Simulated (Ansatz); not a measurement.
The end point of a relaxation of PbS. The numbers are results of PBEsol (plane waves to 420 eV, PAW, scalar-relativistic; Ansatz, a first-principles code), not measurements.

```xyz
2
Lattice="0.0000 2.9513 2.9513 2.9513 0.0000 2.9513 2.9513 2.9513 0.0000" Properties=species:S:1:pos:R:3 pbc="T T T"
S      0.0000     0.0000     0.0000
Pb     2.9513     2.9513     2.9513
```

### Question
Find the space group and the Wyckoff positions (tolerance 0.01 Å).

### Answer
Space group Fm-3m (No. 225); a = 5.903 Å, b = 5.903 Å, c = 5.903 Å, α = 90.00°, β = 90.00°, γ = 90.00°

```tsv
atom	site	symmetry	x	y	z
S	4a	m-3m	0.0000	0.0000	0.0000
Pb	4b	m-3m	0.5000	0.5000	0.5000
```

This is the rock salt type.

### Question
Give the shortest distances between elements (the closest pairs, up to four, under 3.6 Å).

### Answer
Pb–S 2.95 Å.

* **Volume per atom**: 25.71 Å³
* **Band gap**: no clear gap: the sampled points leave 0.19 eV away from the symmetry points, which may be a band crossing missed between them

No spin polarisation in the result. Without spin-orbit coupling the bands of the heavy element are not split, so the gap can be far off.

The run could not lose the symmetry of its start; a randomly shaken copy of 2 atoms returns to this structure.

All atoms sit on sites fixed by symmetry, so only the cell could relax.
